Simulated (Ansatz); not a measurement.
SiC:
```
CELL_PARAMETERS angstrom
      0.00000     2.17463     2.17463
      2.17463     0.00000     2.17463
      2.17463     2.17463     0.00000
ATOMIC_POSITIONS crystal
  Si 0.75000 0.75000 0.75000
  C  0.00000 0.00000 0.00000
```

Relaxed with HSE06.

**Question.** Give the Bader charges and basin volumes of the independent atoms, HSE06 in the plane-wave PAW code Ansatz.

**Answer.** 

```tsv
atom	Bader charge (e)	Bader volume (Å³)
Si1	+2.86	4.3
C2	-2.86	16.3
```

Space group F-43m (zinc blende). The cell was relaxed with HSE06 under the symmetry of its start.

Potentials: the earlier of the program's two PAW sets.
